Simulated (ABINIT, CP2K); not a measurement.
This is a calculation of AgB2 for ABINIT 10.8.3 (patched build). Atoms were shifted at random by some hundredths of an Å from the given cell, which wasn't relaxed again for these runs. 

Contents of run.abi:

```
# Pseudopotentials
pp_dirpath "./"
pseudos "Ag.GGA_PBE-JTH.xml, B.GGA_PBE-JTH.xml"

# Structure
acell 3.0 3.0 3.24 Angstrom
rprim
     1.0000000000     0.0000000000     0.0000000000
    -0.5000000000     0.8660254038     0.0000000000
     0.0000000000     0.0000000000     1.0000000000
ntypat 2
znucl 47 5
natom 3
typat 1 2 2
xred
     0.0360410000     0.0305240000    -0.0081280000
     0.6563130000     0.3299070000     0.4948570000
     0.3154480000     0.6601750000     0.5095530000
chkprim 0
chksymtnons 0
tolsym 1.0e-6

# Plane-wave basis
ecut 17.0
pawecutdg 34.0
pawovlp 30

# k points
kptopt 1
ngkpt 10 10 8
nshiftk 1
shiftk 0.0 0.0 0.0

# Exchange and correlation
ixc 11

# Bands and occupations
nband 13
occopt 3
tsmear 0.00183747

# SCF cycle
nstep 100
tolvrs 1.0e-9

# Output
iomode 3
prtwf 0
prtden 0
prteig 0
prtebands 0
enunit 1
```

Potentials or basis: JTH PAW PBE v2.0.

Run with:

```bash
$ abinit run.abi > log 2>&1
```

Question: What does the same run look like in CP2K 2026.2? Potentials or basis there: POTENTIAL_UZH Ag GTH-PBE-q11, B GTH-PBE-q3; TZVP-MOLOPT-PBE-GTH basis.

Answer: As run (cutoffs and basis follow the program's own potentials, and thresholds, step limits or extra output files can differ):

Contents of agb2_scf.inp:

```
&GLOBAL
  PROJECT agb2_scf
  RUN_TYPE ENERGY_FORCE
  PRINT_LEVEL LOW
&END GLOBAL
&FORCE_EVAL
  METHOD QS
  STRESS_TENSOR ANALYTICAL
  &DFT
    BASIS_SET_FILE_NAME BASIS_MOLOPT_UZH
    POTENTIAL_FILE_NAME POTENTIAL_UZH
    &MGRID
      CUTOFF 450
      REL_CUTOFF 60
      NGRIDS 5
    &END MGRID
    &QS
      METHOD GPW
      EPS_DEFAULT 1.0E-10
    &END QS
    &KPOINTS
      SCHEME MONKHORST-PACK 10 10 8
      GAMMA_CENTERED T
      SYMMETRY T
      SYMMETRY_BACKEND SPGLIB
    &END KPOINTS
    &SCF
      SCF_GUESS ATOMIC
      EPS_SCF 1.0E-6
      MAX_SCF 100
      ADDED_MOS 15
      CHOLESKY OFF
      EPS_EIGVAL 1.0E-7
      &DIAGONALIZATION ON
        ALGORITHM STANDARD
      &END DIAGONALIZATION
      &MIXING ON
        METHOD BROYDEN_MIXING
        ALPHA 0.4
        BETA 1.5
        NBUFFER 8
      &END MIXING
      &SMEAR ON
        METHOD FERMI_DIRAC
        ELECTRONIC_TEMPERATURE 580.23
      &END SMEAR
    &END SCF
    &XC
      &XC_FUNCTIONAL PBE
      &END XC_FUNCTIONAL
    &END XC
    &PRINT
      &KPOINTS ON
      &END KPOINTS
      &MULLIKEN ON
      &END MULLIKEN
      &MO ON
        ENERGIES T
        OCCUPATION_NUMBERS T
        &EACH
          QS_SCF 0
        &END EACH
        ADD_LAST NUMERIC
      &END MO
      &LOWDIN ON
      &END LOWDIN
      &HIRSHFELD ON
        SHAPE_FUNCTION DENSITY
      &END HIRSHFELD
    &END PRINT
  &END DFT
  &SUBSYS
    &CELL
      A 3.0000000000 0.0000000000 0.0000000000
      B -1.5000000000 2.5980762114 0.0000000000
      C 0.0000000000 0.0000000000 3.2400000000
      PERIODIC XYZ
    &END CELL
    &COORD
      Ag  0.0623370000 0.0793036783 -0.0263347200
      B   1.4740785000 0.8571235287 1.6033366800
      B   -0.0439185000 1.7151849629 1.6509517200
    &END COORD
    &KIND Ag
      BASIS_SET TZVP-MOLOPT-PBE-GTH-q11
      POTENTIAL GTH-PBE-q11
    &END KIND
    &KIND B
      BASIS_SET TZVP-MOLOPT-PBE-GTH-q3
      POTENTIAL GTH-PBE-q3
    &END KIND
    &PRINT
      &ATOMIC_COORDINATES ON
      &END ATOMIC_COORDINATES
      &CELL ON
      &END CELL
    &END PRINT
  &END SUBSYS
  &PRINT
    &FORCES ON
    &END FORCES
    &STRESS_TENSOR ON
    &END STRESS_TENSOR
  &END PRINT
&END FORCE_EVAL
```

Potentials or basis: POTENTIAL_UZH Ag GTH-PBE-q11, B GTH-PBE-q3; TZVP-MOLOPT-PBE-GTH basis.

Launch:

```bash
$ OMP_NUM_THREADS=1 cp2k.psmp -i agb2_scf.inp -o agb2_scf.out
```

Both were run:

|  | ABINIT | CP2K |
| --- | --- | --- |
| Pressure | 55.9 GPa | 54.9 GPa |
| Largest force | 0.739 eV/Å | 0.744 eV/Å |

The cell lies far from this level's equilibrium.

Pressure is positive in compression.
